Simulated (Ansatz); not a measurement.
# LiH: the gap against volume

LiH, Fm-3m, a = 4.005 Å. Ansatz: r2SCAN, PAW, 500 eV, Γ-centred 10×10×10 mesh on 2 atoms, Gaussian smearing 0.02 eV; no spin polarisation. Symmetry fixes shape and atoms, so the cell is only scaled; x = ln(V/V0) with V0 = 8.028 Å³/atom. The gap is read at the mesh points alone.

| x | gap y (eV) |
| --- | --- |
| -0.0619 | ? |
| -0.0305 | 3.610 |
| 0.0000 | 3.629 |
| 0.0296 | 3.647 |
| 0.0583 | 3.663 |

Q: Fit a straight line to the other rows, give the volume deformation potential of the gap and its pressure coefficient, and predict the missing gap. B0 = 36.2 GPa.

A: Means x = 0.01435, y = 3.6372; Σ(Δx)² = 0.004382, ΣΔxΔy = 0.002621; the slope is their ratio. y = 3.6287 + 0.59817 x. The slope is the deformation potential a = dE_g/d ln V = 0.60 eV, and dE_g/dP = −a/B0 = -16.5 meV/GPa. At x = -0.0619 the fit asked for gives 3.592 eV. The run gave 3.587 eV, so the fit is 0.005 eV too high, small in itself but 7 % of the span of the series.

Semilocal functionals give gaps under the measured ones; changes of the gap mostly carry over better.